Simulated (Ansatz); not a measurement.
Structure types of La were relaxed at one common pressure (all-electron LAPW in Ansatz 0.2.0 under PBEsol, scalar-relativistic, no spin polarisation, zero temperature). They take these volumes:

```tsv
type	space group	V (Å³/atom)
bcc	Im-3m	17.38
hcp	P6_3/mmc	16.93
beta tin	I4_1/amd	18.04
dhcp	P6_3/mmc	16.95
diamond	Fd-3m	22.63
```

Question: At about which pressure, and is the densest type also the lowest in enthalpy?

Answer: 75 GPa. The densest is hcp, and it is 10 meV/atom above dhcp: its gain in pV doesn't pay for its higher energy here.
